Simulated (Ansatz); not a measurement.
**Ti2AlC under pressure**

All numbers below come from DFT LDA, scalar-relativistic, plane waves, PAW (Ansatz 0.2.0). Settings: 420 eV plane-wave cutoff, Γ-centred 12×12×4 mesh, Fermi-Dirac smearing of 0.15 eV. No spin polarisation. Phonons by linear response, acoustic sum rule imposed.

The cell, relaxed at this level:
```cif
data_structure
_symmetry_space_group_name_H-M 'P 1'
_symmetry_Int_Tables_number 1
_cell_length_a 3.0130
_cell_length_b 3.0130
_cell_length_c 13.5233
_cell_angle_alpha 90.000
_cell_angle_beta 90.000
_cell_angle_gamma 120.000
_cell_volume 106.32
loop_
_atom_site_label
_atom_site_type_symbol
_atom_site_fract_x
_atom_site_fract_y
_atom_site_fract_z
_atom_site_occupancy
Ti1 Ti 0.33333 0.66667 0.08371 1
Ti2 Ti 0.66667 0.33333 0.58371 1
Ti3 Ti 0.66667 0.33333 0.91629 1
Ti4 Ti 0.33333 0.66667 0.41629 1
Al1 Al 0.33333 0.66667 0.75000 1
Al2 Al 0.66667 0.33333 0.25000 1
C1 C 0.00000 0.00000 0.00000 1
C2 C 0.00000 0.00000 0.50000 1
```

In a metal, frequencies and elastic constants depend on the k mesh and the smearing, soft modes and shear constants most.

Question: The cell is relaxed again at 5 and 15 GPa. How do volume, gap and optical modes at Γ (cm⁻¹, counted from the lowest optical one; a degenerate one stands once) change?

Answer:
|  | 0 GPa | 5 GPa | 15 GPa |
| --- | --- | --- | --- |
| V/V0 | 1.000 | 0.970 | 0.920 |
| gap (eV) | 0.00 | 0.00 | 0.00 |
| mode 1 | 98 | 103 | 111 |
| mode 3 | 151 | 159 | 171 |
| mode 5 | 151 | 160 | 175 |
| mode 6 | 179 | 189 | 206 |
| mode 8 | 256 | 267 | 285 |
| mode 9 | 278 | 286 | 300 |
| mode 11 | 278 | 287 | 302 |
| mode 13 | 320 | 342 | 377 |
| mode 14 | 368 | 378 | 395 |
| mode 15 | 401 | 418 | 448 |
| mode 16 | 617 | 633 | 661 |
| mode 17 | 622 | 638 | 666 |
| mode 18 | 671 | 689 | 719 |
| mode 20 | 672 | 689 | 720 |